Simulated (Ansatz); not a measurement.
Given:

SnSe:
```
SnSe
1.0
    8.61926     0.00000     0.00000
    0.00000     4.11723     0.00000
    0.00000     0.00000     6.17012
Sn Se
4 4
Direct
  0.61768   0.25000   0.67895
  0.11768   0.25000   0.82105
  0.38232   0.75000   0.32105
  0.88232   0.75000   0.17895
  0.66858   0.25000   0.12240
  0.16858   0.25000   0.37760
  0.33142   0.75000   0.87760
  0.83142   0.75000   0.62240
```

This is the HSE06-relaxed structure. Cartesian axes are those of the cell as given.

Task: All from HSE06 in the plane-wave PAW code Ansatz, unless another level is named. Predict the smallest direct gap on the standard path.

Result: 1.10 eV.

Task: What about the gap with spin–orbit coupling?

Result: 0.44 eV (at the special points and the edges found without it).

Task: Give the conduction-band minimum.

Result: at T (k = 0.000, 0.500, 0.500 in fractions of the reciprocal vectors).

Task: And the valence-band maximum?

Result: on the Γ–Z line, 34 % of the way from Γ (k = 0.000, 0.000, 0.169 in fractions of the reciprocal vectors).

Space group Pnma. The cell was relaxed with HSE06 under the symmetry of its start. The volume moved by 40 % from the start of the relaxation. The hybrid was solved on a coarse mesh, the path and, where they were found, the r²SCAN edge points; its band edges are the extreme levels among these. Scalar-relativistic: spin–orbit coupling is off unless named, which matters more the heavier the elements.

Potentials: the later of the program's two PAW sets.
